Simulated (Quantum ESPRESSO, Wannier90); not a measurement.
Sb (simple cubic, model phase): Wannier90 run

```xyz
1
Lattice="3.0833 0.0000 0.0000 0.0000 3.0833 0.0000 0.0000 0.0000 3.0833" Properties=species:S:1:pos:R:3 pbc="T T T"
Sb     0.0000     0.0000     0.0000
```

Structure: Materials Project mp-133, symmetrised, not relaxed again. This isn't the element's usual structure (rhombohedral); take it as a model of another phase. Computed values, not measurements, from PBEsol: Quantum ESPRESSO (norm-conserving PseudoDojo potentials, cutoff 64 Ry, no spin polarisation, no spin-orbit coupling) on a Γ-centred 10×10×10 mesh, then Wannier90. Density: 10×10×10 mesh, cold smearing 0.01 Ry. Spin-orbit coupling is left out although heavy elements are present.

The plane-wave run has 15 bands and 15 electrons a cell. On the energy scale of pw.x, whose zero is arbitrary, the Fermi level lies at 10.44 eV.

Input w.win, without the blocks of cell, atoms and k-points (1000 lines):

```
num_bands = 9
num_wann = 4
exclude_bands = 1-5
num_iter = 800
conv_tol = 1.0e-6
conv_window = 4
dis_num_iter = 1000
dis_conv_tol = 1.0e-6
dis_froz_max = 11.94
write_hr = true
write_u_matrices = true
begin projections
Sb: s;p
end projections
mp_grid = 10 10 10
```

### Question
Check the input against the numbers above: what is wrong, and how is it mended?

### Answer
wannier90.x stops with:
```
w90_wannier90_readwrite_read: mismatch in w.eig
```
num_bands differs from the number of bands in the files, which is the number computed minus those excluded. Mended as below, all else unchanged, the run goes through (Ω_I = 6.1 Å²) and follows the plane-wave bands to 21 meV rms (states up to 1.0 eV relative to the Fermi level).
```
num_bands = 10
```
